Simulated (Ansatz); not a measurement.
HfO₂ in space group P2_1/c (No. 14; Hf on 4e, O on 4e, O on 4e), r²SCAN in the plane-wave PAW code Ansatz, all energies at zero smearing, with the estimated change up to a 700 eV cutoff added, with one set of potentials and settings (totals compare only within such a set). Cell of 12 atoms (4 Hf, 8 O): -67508.671 eV.

```tsv
element	reference phase	E (eV/atom)
Hf	P6_3/mmc, 2 atoms in the cell	-15733.7929
O	C2/m, 4 atoms in the cell, spin-polarised	-566.0346
```

Formation energy per atom, worked out: (-67508.671 − 4×(-15733.7929) − 8×(-566.0346))/12 = -3.769 eV/atom (-364 kJ per mol of atoms), at 0 K, without zero-point energy or fitted corrections.

Symmetry was held in the r²SCAN relaxation. The run is not spin-polarised. The references are the lowest solids computed at this level, not always the standard phases (solids in place of the gases). Spin–orbit coupling is left out wherever it is not named.

Potentials: the earlier of the program's two PAW sets.
